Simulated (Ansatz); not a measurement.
**Random displacements in Ti**

Theory: DFT r2SCAN, scalar-relativistic, plane waves, PAW in Ansatz 0.2.0. Cutoff 500 eV, Γ-centred 10×10×10 k-points, Gaussian smearing of 0.15 eV. No spin polarisation. Energies are free energies at this smearing, counted from the undisturbed cell; pressure is positive in compression.

The starting cell (as given, not relaxed at this level; this bcc form isn't the usual structure):

```xyz
8
Lattice="3.2820 3.2820 -3.2820 3.2820 -3.2820 3.2820 -3.2820 -3.2820 -3.2820" Properties=species:S:1:pos:R:3 pbc="T T T"
Ti   -1.6410   -1.6410   -1.6410
Ti    0.0000    0.0000   -3.2820
Ti    0.0000   -3.2820    0.0000
Ti    1.6410   -1.6410   -1.6410
Ti    0.0000    0.0000    0.0000
Ti    1.6410    1.6410   -1.6410
Ti    1.6410   -1.6410    1.6410
Ti    3.2820    0.0000    0.0000
```

The atoms are displaced (Å, in the unstrained cell):

| atom | ux | uy | uz |
| --- | --- | --- | --- |
| Ti1 | 0.019 | 0.140 | 0.052 |
| Ti2 | 0.091 | -0.056 | 0.066 |
| Ti3 | 0.040 | -0.233 | -0.056 |
| Ti4 | 0.022 | 0.142 | 0.027 |
| Ti5 | -0.049 | 0.096 | 0.014 |
| Ti6 | -0.125 | 0.014 | -0.146 |
| Ti7 | 0.055 | -0.099 | -0.020 |
| Ti8 | -0.052 | -0.004 | 0.063 |

The cell is not strained.

(1) What are the energy change, the stress and the forces?

Results:

(1) ΔE = 19.4 meV/atom; stress (xx, yy, zz, yz, xz, xy; compression positive) (-1.91, -2.05, -1.16, 0.59, 0.77, -0.24) GPa.
| atom | Fx (eV/Å) | Fy | Fz |
| --- | --- | --- | --- |
| Ti1 | 0.04 | -0.33 | 0.45 |
| Ti2 | -0.42 | -0.05 | -0.90 |
| Ti3 | -0.30 | 0.82 | -0.21 |
| Ti4 | -0.17 | -0.63 | 0.54 |
| Ti5 | 0.55 | 0.24 | 0.26 |
| Ti6 | 0.86 | -0.62 | 0.22 |
| Ti7 | -0.39 | -0.27 | -0.34 |
| Ti8 | -0.17 | 0.85 | -0.03 |

Cost: 1 run of about 7.6 core-minutes, on Intel Xeon 6975P-C (Granite Rapids) (shared hosts).